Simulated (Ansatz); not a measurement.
A geometry of Ta away from equilibrium: step 2 of the relaxation of a relaxed Ta cell, doubled along one cell vector, shaken by Gaussian noise of σ = 0.08 Å a coordinate. Calculation: PBEsol (plane waves to 420 eV, PAW, scalar-relativistic; Ansatz, a quantum-chemistry and plane-wave program). Γ-centred k-mesh 13×7×12 on the run's cell (coarser than for final values), Fermi–Dirac smearing 0.05 eV.

```
Ta
1.0
    2.83993    -0.00067    -0.00007
   -2.84108     4.87872    -0.00765
   -0.00006    -0.00422     2.70774
Ta
2
Direct
  0.99441   0.98665   0.13535
  0.99945   0.49012   0.88275
```

**Question.** What forces act on the atoms (eV/Å)?

**Answer.** 
| atom | Fx | Fy | Fz |
|---|---|---|---|
| Ta1 | 0.02 | 0.11 | 1.15 |
| Ta2 | -0.02 | -0.11 | -1.15 |

**Question.** What is the pressure?

**Answer.** -2.1 GPa, compression positive.

**Question.** How much energy per atom can still be gained by relaxing?

**Answer.** 0.45 eV/atom; the path ends in Im-3m (No. 229) (bcc (W type)).

No spin polarisation in the result.

The run could not lose the symmetry of its start.

Of the parent cell (P6/mmm (No. 191)): it is a generated cell of Ta: the first start was made by placing the elements on the sites of a structure type, and the end was not matched to a known phase here, so it may be hypothetical. Known forms of Ta include space group No. 229.
